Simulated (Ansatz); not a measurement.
Here is the system:

TaAlB:
```
TaAlB
1.0
    1.65261    -7.27559     0.00000
    1.65261     7.27559     0.00000
    0.00000     0.00000     3.08464
Al B Ta
2 2 2
Direct
  0.70062   0.29938   0.25000
  0.29938   0.70062   0.75000
  0.46883   0.53117   0.75000
  0.53117   0.46883   0.25000
  0.08864   0.91136   0.75000
  0.91136   0.08864   0.25000
```

This is the PBEsol-relaxed structure.

**Question.** All from the program Ansatz at the PBEsol level (PAW), unless another level is named. Predict the electronic character.

**Answer.** metallic (no gap).

**Question.** And the density of states at the Fermi level?

**Answer.** 0.36 states/eV per atom (mean over ±0.08 eV).

**Question.** What about the formation energy from the elements (no fitted shifts)?

**Answer.** -0.54 eV/atom.

Space group Cmcm. The start of the workflow was typed in or built on a structure type; neither database checked (COD, Materials Project) lists it. Whether it is the stable phase at ambient conditions was not checked. Symmetry was held in the PBEsol relaxation; whether a distortion lowers the energy is not shown. No spin polarisation was allowed. The references are the lowest solids computed at this level, not always the standard phases. Spin–orbit coupling is left out wherever it is not named.

Potentials: the earlier of the program's two PAW sets. The files were generated under PBE; for other functionals the program regenerates the frozen cores, and for LDA and PBEsol the local potential too.
